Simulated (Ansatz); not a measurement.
**Kick test of a cell of CsTaO₂**

The cell was found from a structure generator's guess, not taken from experiment.

Theory: DFT PBE, scalar-relativistic, plane waves, PAW (Ansatz 0.2.0). Plane waves to 420 eV, a k mesh through Γ of 10×10×6 on the computed 4-atom cell and Gaussian smearing (0.02 eV); no spin polarisation.

The cell below (4 atoms, space group P4/mmm (No. 123)) is relaxed within its symmetry.

```yaml
crystal:
  lattice:
    - [3.94814, 0.00000, 0.00000]
    - [0.00000, 3.94814, 0.00000]
    - [0.00000, 0.00000, 5.80939]
  atoms:
    - { symbol: Cs, position: [0.50000, 0.50000, 0.50000] }
    - { symbol: Ta, position: [0.00000, 0.00000, 0.00000] }
    - { symbol: O, position: [0.50000, 0.00000, 0.00000] }
    - { symbol: O, position: [0.00000, 0.50000, 0.00000] }
```

For the test a repeat of it with 8 atoms (edges 3.95, 5.81, 7.90 Å) was strained at random (σ = 1.5 % a component), the atoms were moved at random (σ = 0.15 Å), and all was relaxed again on a coarse 4×2×2 mesh (in the run’s order of axes) with 0.10 eV smearing, with no symmetry imposed.

Spin–orbit coupling, which can matter for Ta, is left out.

Question: Does it come back?

Answer: It doesn't return. The energy falls by 46 meV/atom on that mesh, the volume changes by -0.3 %, and the end has space group P-4m2 (No. 115) at a loose tolerance. Relaxed again on a 10×10×6 mesh with 0.02 eV smearing, the new structure lies 35 meV/atom below the first (mesh in the axes of the run's cell; the cell below is made exact in the group named). Space group P-4m2 (No. 115), tetragonal, a = 3.854 Å, c = 6.076 Å. Cs has 4 O at 3.30 Å, 4 Cs at 3.85 Å, 4 O at 3.91 Å and 8 Ta at 4.08 Å; Ta is surrounded by 4 O at 1.96 Å, 4 Ta at 3.85 Å and 8 Cs at 4.08 Å; O is surrounded by 2 Ta at 1.96 Å, 4 O at 2.82 Å and 2 Cs at 3.30 Å.

```cif
data_structure
_symmetry_space_group_name_H-M 'P 1'
_symmetry_Int_Tables_number 1
_cell_length_a 3.8537
_cell_length_b 3.8537
_cell_length_c 6.0760
_cell_angle_alpha 90.000
_cell_angle_beta 90.000
_cell_angle_gamma 90.000
_cell_volume 90.23
loop_
_atom_site_label
_atom_site_type_symbol
_atom_site_fract_x
_atom_site_fract_y
_atom_site_fract_z
_atom_site_occupancy
Cs1 Cs 0.50000 0.50000 0.50000 1
Ta1 Ta 0.00000 0.00000 0.00000 1
O1 O 0.00000 0.50000 0.94092 1
O2 O 0.50000 0.00000 0.05908 1
```
